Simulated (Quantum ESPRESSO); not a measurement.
**Band energies of NaAuO2**

```
CELL_PARAMETERS angstrom
      3.20106    -1.49314    -0.01477
      3.20106     1.49314    -0.01477
     -2.84727     0.00000     5.29608
ATOMIC_POSITIONS crystal
  O  0.08824 0.08824 0.24756
  O  0.91176 0.91176 0.75244
  Na 0.50000 0.50000 0.50000
  Au 0.50000 0.50000 0.00000
```

LDA (Quantum ESPRESSO, PseudoDojo norm-conserving, 88 Ry, without SOC); path XΓY,LΓZ,NΓM,RΓ; energies in eV from the valence-band maximum.

| k (1/Å) | point | band 16 | band 17 | band 18 | band 19 | band 20 | band 21 | band 22 | band 23 |
|---|---|---|---|---|---|---|---|---|---|
| 0.00 | X | -3.16 | -2.57 | -2.15 | -2.10 | -0.03 | 2.96 | 4.89 | 5.46 |
| 0.24 |  | -2.80 | -2.51 | -2.11 | -2.04 | -0.06 | 2.89 | 4.10 | 6.14 |
| 0.59 | Γ | -2.41 | -2.39 | -2.06 | -1.67 | -0.12 | 2.76 | 3.16 | 6.83 |
| 0.92 |  | -2.62 | -2.44 | -1.94 | -1.60 | -0.13 | 2.76 | 3.58 | 7.57 |
| 1.25 |  | -2.91 | -2.51 | -1.84 | -1.31 | -0.12 | 2.75 | 4.50 | 7.31 |
| 1.58 | Y | -2.84 | -2.56 | -1.80 | -1.03 | -0.09 | 2.75 | 5.08 | 6.04 |
| 1.58 | L | -2.84 | -2.67 | -2.60 | -1.02 | -0.18 | 2.91 | 5.12 | 7.09 |
| 1.80 |  | -2.90 | -2.63 | -2.54 | -1.14 | -0.19 | 2.90 | 5.13 | 7.18 |
| 2.14 |  | -2.72 | -2.53 | -2.25 | -1.54 | -0.17 | 2.84 | 4.39 | 7.56 |
| 2.47 |  | -2.49 | -2.43 | -1.98 | -1.76 | -0.13 | 2.77 | 3.40 | 7.03 |
| 2.69 | Γ | -2.41 | -2.39 | -2.06 | -1.67 | -0.12 | 2.76 | 3.16 | 6.83 |
| 2.80 |  | -2.80 | -2.07 | -1.95 | -1.67 | -0.15 | 2.70 | 3.26 | 6.91 |
| 3.13 |  | -3.40 | -2.04 | -1.46 | -1.10 | -0.55 | 2.21 | 4.39 | 7.84 |
| 3.45 |  | -2.95 | -2.76 | -1.55 | -1.23 | -0.40 | 2.06 | 5.51 | 8.49 |
| 3.78 |  | -3.58 | -2.80 | -1.89 | -1.79 | -0.05 | 2.14 | 5.54 | 7.75 |
| 3.89 | Z | -3.42 | -3.00 | -1.87 | -1.86 | -0.02 | 2.15 | 5.51 | 7.69 |
| 3.89 | N | -3.51 | -2.99 | -1.86 | -1.85 | -0.02 | 2.08 | 5.68 | 7.79 |
| 3.99 |  | -3.57 | -2.83 | -1.85 | -1.81 | -0.05 | 2.07 | 5.72 | 7.82 |
| 4.29 |  | -3.00 | -2.81 | -1.53 | -1.32 | -0.37 | 1.96 | 5.77 | 8.42 |
| 4.59 |  | -3.33 | -2.20 | -1.38 | -0.95 | -0.66 | 2.08 | 4.76 | 7.99 |
| 4.89 |  | -3.14 | -1.91 | -1.82 | -1.59 | -0.21 | 2.58 | 3.50 | 7.09 |
| 5.09 | Γ | -2.41 | -2.39 | -2.06 | -1.67 | -0.12 | 2.76 | 3.16 | 6.83 |
| 5.19 |  | -2.77 | -2.09 | -1.98 | -1.66 | -0.14 | 2.71 | 3.25 | 6.90 |
| 5.49 |  | -3.43 | -2.05 | -1.46 | -1.18 | -0.48 | 2.23 | 4.31 | 7.68 |
| 5.80 |  | -3.00 | -2.67 | -1.43 | -1.10 | -0.54 | 1.96 | 5.54 | 8.42 |
| 6.10 |  | -3.63 | -2.67 | -1.79 | -1.69 | -0.12 | 2.04 | 5.80 | 7.93 |
| 6.30 | M | -3.51 | -2.99 | -1.86 | -1.85 | -0.02 | 2.08 | 5.68 | 7.79 |
| 6.30 | R | -3.42 | -3.00 | -1.87 | -1.86 | -0.02 | 2.15 | 5.51 | 7.69 |
| 6.60 |  | -3.30 | -2.66 | -1.73 | -1.50 | -0.21 | 2.09 | 5.62 | 8.16 |
| 6.89 |  | -3.18 | -2.36 | -1.43 | -0.88 | -0.71 | 2.08 | 5.06 | 8.34 |
| 7.19 |  | -3.39 | -1.89 | -1.60 | -1.44 | -0.33 | 2.42 | 3.82 | 7.38 |
| 7.49 | Γ | -2.41 | -2.39 | -2.06 | -1.67 | -0.12 | 2.76 | 3.16 | 6.83 |

The LDA gap is 1.29 eV; at least one edge lies off the plotted path, at a point of the SCF mesh. The smallest direct gap is 1.74 eV. Another valence extremum on the path lies within 0.02 eV, too close to call.

Without spin-orbit coupling, band edges of such heavy elements can be off by tenths of an eV.

Geometry relaxed with LDA.

The structure is a Materials Project entry; no match was found in the copy of COD used, and its stability was not checked.
